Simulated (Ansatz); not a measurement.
Data:

AlP:
```
CELL_PARAMETERS angstrom
      3.85054     0.00000     0.00000
     -1.92527     3.33467     0.00000
      0.00000     0.00000     8.68937
ATOMIC_POSITIONS crystal
  Al 0.50000 0.00000 0.50000
  Al 0.00000 0.50000 0.16667
  Al 0.50000 0.50000 0.83333
  P  0.50000 0.00000 0.00000
  P  0.00000 0.50000 0.66667
  P  0.50000 0.50000 0.33333
```

This is the PBE-relaxed structure.

Q: All from plane-wave PAW PBE (Ansatz code), unless another level is named. Estimate the electron effective mass.

A: 0.15, 0.41, 1.4 mₑ (principal values).

Q: Give the smallest direct gap on the standard path.

A: 2.03 eV.

Q: And the band gap?

A: 0.95 eV (indirect).

Q: Next, the valence-band maximum?

A: at Γ.

Q: And the conduction-band minimum?

A: at M (3 equivalent valleys).

Space group P6_222. The start of the workflow was typed in or built on a structure type; neither database checked (COD, Materials Project) lists it. It is not the phase usual at ambient conditions (space group No. 216). The PBE relaxation kept the symmetry of its start; whether a distortion lowers the energy is not shown.

Potentials: the earlier of the program's two PAW sets.
